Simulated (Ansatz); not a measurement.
CuI₂:
```yaml
crystal:
  lattice:
    - [5.18602, 0.00000, 0.00000]
    - [0.00000, 5.18602, 0.00000]
    - [0.00000, 0.00000, 4.37562]
  atoms:
    - { symbol: Cu, position: [0.00000, 0.00000, 0.00000] }
    - { symbol: I, position: [0.00000, 0.50000, 0.00000] }
    - { symbol: I, position: [0.50000, 0.00000, 0.00000] }
```

Relaxed with r²SCAN+D4. Special points in fractions of this cell's reciprocal vectors: Γ (0.000, 0.000, 0.000); X (0.000, 0.500, 0.000); M (0.500, 0.500, 0.000); Z (0.000, 0.000, 0.500); R (0.000, 0.500, 0.500); A (0.500, 0.500, 0.500).

List the band energies nearest the Fermi level at these points for the program Ansatz at the r²SCAN+D4 level (PAW).

In eV from the Fermi level; about four levels below and three above (degenerate sets whole), none deeper than 8.9 eV; points with the same levels are listed once.

```csv
k,below,above
Γ,-1.78 -0.63 -0.63 -0.46,1.01 4.85 6.83
X,-1.59 -1.19 -1.13 -0.56,4.91 6.21 6.71
M,-2.08 -1.85 -0.53 -0.53,0.43 1.43 5.44
Z,-2.06 -1.50 -0.51 -0.51,1.65 5.75 6.56 6.56
R,-1.71 -1.37 -1.36 -1.01,4.17 5.73 6.82
A,-1.87 -1.77 -1.32 -1.32,0.53 1.51 2.49
```

Space group P4/mmm. The first step of the workflow began from a Materials Project structure, measured or hypothetical; the Crystallography Open Database copy checked does not list it. Its standing as an ambient phase is unchecked. The r²SCAN+D4 relaxation kept the symmetry of its start; phonons show weakly imaginary modes. The run is not spin-polarised. With an odd number of electrons in the cell and no spin polarisation, the count alone makes it a metal. Scalar-relativistic: spin–orbit coupling is off unless named, which matters more the heavier the elements.

Potentials: the later of the program's two PAW sets.
